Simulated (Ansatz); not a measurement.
An ordered 4-atom cell of SiC3 on the diamond lattice (R3m) was put through Ansatz (plane waves). The cell was relaxed beforehand with r2SCAN.

The cell:
```xyz
4
Lattice="1.4154 0.8172 4.6701 -1.4154 0.8172 4.6701 0.0000 -1.6344 4.6701" Properties=species:S:1:pos:R:3 pbc="T T T"
C     1.4154    0.8172    4.7855
C     0.0000    0.0000    6.8504
C     0.0000    0.0000    5.3123
Si    0.0000    0.0000   12.2397
```

Abridged output:
```
Functional definition: HSE06
Crystal: 4 atoms, lattice volume = 32.411 Å³
Basis set: ecut = 420 eV, 663 PW (Γ)
Bands: 12, of which v1, the nominal top of the filled ones, is band 8 counted from 1 (7 counted from 0)
Symmetry: 6 space group operations
Space group: R3m (ITA 160)
k-points: 32 of 216 (time reversal used)
[warm-up without exact exchange]
SCF 1 stopped early in 4 iterations: F = -1386.536541 eV  dr2 = 9.46e-5
[exact exchange on]
Exchange kernel: α = 0.2500, screened, ω = 0.2079 Å⁻¹, Wigner–Seitz truncation, v(0) = 1039.9609 eV·Å³, q-mesh 6×6×6
SCF 2 stopped early in 6 iterations: F = -1387.150351 eV  dr2 = 6.53e-7
hybrid outer 1: dexx = +5.544e-3 eV, tail = 1.04e-5 eV
SCF 3 converged in 2 iterations: F = -1387.150336 eV  dr2 = 2.89e-8
hybrid outer 2: dexx = +1.208e-7 eV, tail = 6.40e-8 eV, Δε = 1.85e-3 eV
hybrid SCF converged: 2 outer / 8 inner (+4 warm-up)
Free energy (F): -1387.150336 eV
Fermi energy:    10.716959 eV
--- Band table (eV; the first three rows and the last of 32) ---
  k-point 0: bands = […, -1.6565, 7.6803, 7.6803, 9.6545, 10.7170, 10.7170, 15.7926, 16.7375]
  k-point 1: bands = […, -1.0190, 5.2062, 6.9589, 8.2171, 9.1678, 9.8053, 16.0632, 16.8604]
  k-point 2: bands = […, -0.0568, 2.2255, 4.4022, 5.8481, 7.2444, 8.5248, 15.3009, 16.3180]
  k-point 31: bands = […, 2.9440, 5.2735, 7.7870, 7.7870, 10.3374, 10.3374, 15.9012, 17.3922]
--- G₀W₀: contour deformation, 6 samples at zero and on the imaginary axis and 1 off it, 216 q-points, 121 empty bands' worth ---
    ik  band        ε_KS         Σx   Σc(E_QP)       V_xc       Z   E_QP_lin       E_QP  E_QP is
     0     7     10.7170   -18.9707     1.7862   -17.0505  0.8216    10.5829    10.5830  root
     0     8     10.7170   -18.9707     1.7862   -17.0505  0.8216    10.5829    10.5830  root
     0     9     15.7926   -10.8287    -4.9316   -15.9865  0.8129    16.0191    16.0187  root
     0    10     16.7375    -8.9252    -5.0152   -14.2888  0.8174    17.0866    17.0859  root
     1     7      9.1678   -19.3439     2.0381   -17.1511  0.8181     9.0129     9.0130  root
     1     8      9.8053   -19.0045     2.0067   -16.8475  0.8190     9.6549     9.6550  root
     1     9     16.0632    -9.1194    -4.9100   -14.3044  0.8193    16.3387    16.3382  root
     1    10     16.8604    -8.4738    -4.8796   -13.5860  0.8217    17.0933    17.0929  root
     2     7      7.2444   -19.5426     2.5050   -16.8715  0.8092     7.0780     7.0783  root
     2     8      8.5248   -19.2523     2.3672   -16.7179  0.8137     8.3574     8.3577  root
     2     9     15.3009    -8.4111    -4.6729   -13.2948  0.8281    15.5120    15.5117  root
     2    10     16.3180    -7.9353    -4.7903   -12.9386  0.8265    16.5313    16.5310  root
     3     7      5.3939   -19.3064     2.7861   -16.4038  0.8003     5.2773     5.2774  root
     3     8      8.0223   -19.3726     2.5084   -16.6929  0.8110     7.8508     7.8511  root
     3     9     15.0263    -8.2955    -4.5817   -13.0783  0.8305    15.2276    15.2273  root
     3    10     15.9523    -7.5898    -4.7743   -12.5556  0.8292    16.1441    16.1438  root
     4     7      9.2470   -19.0937     1.9830   -16.9605  0.8190     9.0968     9.0970  root
     4     8     10.1412   -19.0381     1.9154   -16.9793  0.8201     9.9977     9.9978  root
     4     9     15.8273    -9.1558    -4.8180   -14.2186  0.8216    16.0724    16.0720  root
     4    10     17.3104    -8.5571    -5.0730   -13.9043  0.8148    17.5851    17.5845  root
     9     7      8.3772   -19.2651     2.2210   -16.8881  0.8153     8.2211     8.2212  root
     9     8      9.2749   -19.2693     2.1449   -16.9715  0.8169     9.1219     9.1221  root
     9     9     14.3684    -8.3195    -4.4534   -12.9645  0.8331    14.5602    14.5600  root
     9    10     16.0096    -8.2308    -4.7818   -13.2069  0.8245    16.2041    16.2038  root
    12     7      8.1402   -19.2905     2.3108   -16.8155  0.8135     7.9759     7.9761  root
    12     8      8.9304   -19.3921     2.2413   -16.9964  0.8155     8.7758     8.7759  root
    12     9     13.2395    -7.6674    -4.2113   -12.0352  0.8400    13.3961    13.3960  root
    12    10     14.4166    -8.4254    -4.4823   -13.0885  0.8335    14.5975    14.5973  root
    13     7     10.6197   -18.9805     1.8078   -17.0376  0.8213    10.4845    10.4846  root
    13     8     10.6197   -18.9805     1.8078   -17.0376  0.8213    10.4845    10.4846  root
    13     9     15.8462   -10.8189    -4.9587   -16.0150  0.8119    16.0839    16.0835  root
    13    10     16.9016    -8.9138    -5.0674   -14.3272  0.8161    17.2483    17.2476  root
    18     7      8.3649   -18.7649     2.1833   -16.4172  0.8150     8.2003     8.2005  root
    18     8     10.2561   -19.1326     1.9004   -17.0920  0.8202    10.1157    10.1158  root
    18     9     15.6844    -9.1364    -4.7249   -14.1066  0.8226    15.9301    15.9297  root
    18    10     17.4363    -8.9419    -5.1680   -14.3720  0.8106    17.6990    17.6985  root
  […]
```

The points are ik 0 = (0, 0, 0) (Γ), ik 1 = (0, 0, 1/6), ik 2 = (0, 0, 1/3), ik 3 = (0, 0, -1/2), ik 4 = (0, 1/6, 1/6), ik 9 = (0, 1/3, 1/3), ik 12 = (0, -1/2, -1/2), ik 13 = (1/6, 1/6, 1/6), ik 18 = (1/6, 1/3, 1/3), ik 22 = (1/6, -1/2, -1/2), ik 24 = (1/6, -1/2, -1/6), ik 25 = (1/6, -1/3, -1/3); band 8 is the last filled one.

Problem. What input produced it? Give the YAML.

Solution.
```yaml
crystal:
  # lattice and atoms as above
kpoints:
  mp_grid: { grid: [6, 6, 6] }
hamiltonian:
  xc: hse06
scf:
  occupations: { method: fixed }
gw:
  n_empty_bands: 121
  ecut_chi: 140
  qp_bands: [v2, c2]
  qp_kpoints: band_edges
  screening: { model: contour_deformation }
```
The exchange loop shows exact exchange. The quasiparticle table needs the gw block. This is the file that was run; thresholds and some counts can't be read off the log exactly.

Command: `ansatz run input.yaml --threads 2 --pin off --max-ram 3686MiB --backend cpu --events-out ev --progress --plain --runs-dir out`. It took 3.9 min on 2 threads of Arm Neoverse V1, on a shared host, load about 0.4 per core; peak host memory 0.99 GiB.

No spin polarisation. The prototype was imposed, so other structures may be more stable.
